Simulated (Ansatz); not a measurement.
The start is a generated cell, Ru placed in the simple-cubic structure type. Cell shape, volume and atoms are optimised at zero target pressure with PBEsol (plane waves to 420 eV, PAW, scalar-relativistic; Ansatz, an electronic-structure program). First-step values are on the input's coarse k-mesh.

Ansatz input (later rounds restart from its end on a renewed k-mesh):
Ansatz 0.2 input:
```yaml
crystal:
  lattice:
    - [2.472796, 0, 0]
    - [0, 2.472796, 0]
    - [0, 0, 2.472796]
  atoms:
    - { symbol: Ru, position: [0, 0, 0] }
basis: { ecutwfc: 420, ecutrho_ratio: 4, xc_grid: 2, fft_grid_basis: typed }
kpoints: { mp_grid: { grid: [13, 13, 13] } }
hamiltonian:
  xc: pbesol
  dispersion: none
  pseudopotentials: { kind: paw }
scf: { occupations: { method: fermi_dirac, width: 0.05 } }
relax: { f_tol: 0.01, max_steps: 100, cell: { stress_tol: 0.02 } }
output: { forces: true, stress: true }
```

* **Initial pressure**: +2.2 GPa (positive: the cell is compressed)
* **Outcome**: The space group stays Pm-3m (No. 221) (the run could not lower it); the end is simple cubic type, with 1 atom in the primitive cell
* **Energy released**: under 0.01 eV/atom
* **Shortest distances (start → end)**: The closest pairs of elements (up to four, under 3.6 Å), start → end: Ru–Ru 2.47 → 2.48 Å
* **Band gap at the end**: no gap (metallic)
* **Optimiser moves**: 5

Final structure:

```cif
data_Ru
_chemical_formula_sum 'Ru1'
_space_group_name_H-M_alt 'Pm-3m'
_space_group_IT_number 221
_space_group_name_Hall '-P 4 2 3'
_cell_length_a 2.48022
_cell_length_b 2.48022
_cell_length_c 2.48022
_cell_angle_alpha 90.000
_cell_angle_beta 90.000
_cell_angle_gamma 90.000
loop_
_atom_site_label
_atom_site_type_symbol
_atom_site_symmetry_multiplicity
_atom_site_Wyckoff_symbol
_atom_site_fract_x
_atom_site_fract_y
_atom_site_fract_z
_atom_site_occupancy
Ru1 Ru 1 a 0.00000 0.00000 0.00000 1
```

Final values are on a 19×19×19 k-mesh of the relaxed cell. No spin polarisation in the result.

The run could not lose the symmetry of its start, so the end can be a saddle point.

The relaxed structure here is a generated cell of Ru: the first start was made by placing the elements on the sites of a structure type, and the end was not matched to a known phase here, so it may be hypothetical. Known forms of Ru include space group No. 194.
